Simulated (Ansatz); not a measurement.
RuRhN₂:
```
CELL_PARAMETERS angstrom
      1.40299     0.81002     6.41294
     -1.40299     0.81002     6.41294
      0.00000    -1.62003     6.41294
ATOMIC_POSITIONS crystal
  Ru 0.50000 0.50000 0.50000
  Rh 0.00000 0.00000 0.00000
  N  0.89969 0.89969 0.89969
  N  0.10031 0.10031 0.10031
```

Relaxed with PBE. Special points in fractions of this cell's reciprocal vectors: Γ (0.000, 0.000, 0.000); T (0.500, 0.500, 0.500); H2 (0.823, 0.177, 0.500); H0 (0.500, -0.177, 0.177); L (0.500, 0.000, 0.000); S0 (0.339, -0.339, 0.000); S2 (0.661, 0.000, 0.339); F (0.500, 0.000, 0.500).

Task: List the band energies nearest the Fermi level at these points for PBE in the plane-wave PAW code Ansatz.

Result: In eV from the Fermi level; about four levels below and three above (degenerate sets whole), none deeper than 8.9 eV; … stands for higher levels left out; points with the same levels are listed once.

```
k                           below                above
--  -----------------------------  -------------------
Γ         -1.03 -1.03 -0.82 -0.82          3.91 3.91 …
T   -2.19 -2.19 -2.01 -2.01 -0.97  0.88 0.88 3.20 3.20
H2        -1.98 -1.30 -0.36 -0.28       0.45 2.23 3.71
L         -3.16 -2.73 -1.29 -0.09       0.27 0.52 0.79
S0        -1.99 -1.19 -0.62 -0.05       0.43 2.20 3.77
F         -2.09 -1.84 -1.38 -0.09       0.52 1.17 2.08
```

Space group R-3m. The start of the workflow was typed in or built on a structure type; neither database checked (COD, Materials Project) lists it. Its standing as an ambient phase is unchecked. The PBE relaxation kept the symmetry of its start; whether a distortion lowers the energy is not shown. The workflow began spin-polarised and lost its moments. Its formation energy is positive at this level, so the cell may be metastable or incomplete. Scalar-relativistic: spin–orbit coupling is off unless named, which matters more the heavier the elements.

Potentials: the later of the program's two PAW sets.
